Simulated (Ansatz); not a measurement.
The elements of this relaxed trial crystal are hidden behind letters.

```
lattice vectors (Å)
  -2.9292    2.9292    5.8477
   2.9292   -2.9292    5.8477
   2.9292    2.9292   -5.8477
fractional positions
X 0.0000 0.0000 0.0000
Z 0.7500 0.2500 0.5000
Z 0.5000 0.5000 0.0000
Z 0.2500 0.7500 0.5000
Q 0.3920 0.3920 0.5245
Q 0.1325 0.6080 0.0000
Q 0.8675 0.8675 0.4755
Q 0.6080 0.1325 0.0000
```

These are results of DFT PBE, scalar-relativistic, plane waves, PAW in Ansatz, not measurements. Settings of the last relaxation (8-atom cell): 420 eV, 10×10×10 k points, Gaussian smearing of 0.10 eV, no spin polarisation.

- Space group: I-42m (No. 121)
- Conventional cell: a = 5.858 Å, c = 11.695 Å
- Volume per atom: 25.09 Å³
- Density: 5.16 g/cm³
- Energy over the elements: −0.31 eV/atom
- Gap on the 10×10×10 mesh of the 8-atom cell: 0 eV (the bands meet within 0.015 eV)

Energies are uncorrected and count from the elements' standard states at the same level.

Problem. X is a p-block element of period 5, Z is a p-block element of period 4 and Q is a p-block element of period 4. Which elements are they?

Solution. X = In, Z = Ga, Q = As, so the formula is InGa3As4. Density times volume gives a mean mass of 5.16 × 25.09/1.6605 = 78.0 u per atom, and this set has 78.0 u. In is surrounded by 4 As at 2.65 Å; Ga on a site of symmetry -4 is surrounded by 4 As at 2.51 Å; around As lie 3 Ga at 2.49–2.51 Å and 1 In at 2.65 Å; 1 more site not described. Other sets within the hints have nearly the same mass, so mass alone doesn't settle it; this one was computed.

The zero gap may come from the functional, which often closes small gaps. A later test with randomly moved atoms came back to the same energy, though modes that don't fit the test's cell weren't probed.
